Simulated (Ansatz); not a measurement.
The relaxed structure here is a generated cell of Li: the first start was made by placing the elements on the sites of a structure type, and the end was not matched to a known phase here, so it may be hypothetical. Known forms of Li include space group No. 229.

The end point of a relaxation of Li. Space group P6/mmm (No. 191). The numbers are results of r2SCAN (plane waves to 500 eV, PAW, scalar-relativistic; Ansatz, a quantum-chemistry and plane-wave program), not measurements.

Space group P6/mmm (No. 191); a = b = 4.9807 Å, c = 2.9353 Å, α = β = 90.00°, γ = 120.00°

```json
[
 {"atom": "Li", "site": "1a", "symmetry": "6/mmm", "x": "0.0000", "y": "0.0000", "z": "0.0000"},
 {"atom": "Li", "site": "2d", "symmetry": "-6m2", "x": "0.3333", "y": "0.6667", "z": "0.5000"}
]
```

```json
{
 "volume_per_atom": "21.02 Å³",
 "band_gap": "zero (metallic)",
 "shortest_distances": "Li–Li 2.88 Å",
 "k-mesh": "11×11×16"
}
```

Band energies at high-symmetry points (eV from the Fermi level; labels of this space group; no spin-orbit coupling), from −5 eV up to 2.0 eV:

```csv
point,energies
Γ,-3.89
M,-2.23 -2.20 0.15
K,-1.71 -1.67 -1.67
A,-0.59 0.07
L,0.64 0.77
H,0.90 1.34 1.34
```

No spin polarisation in the result.

The run could not lose the symmetry of its start, so the end can be a saddle point.

All atoms sit on sites fixed by symmetry, so only the cell could relax.
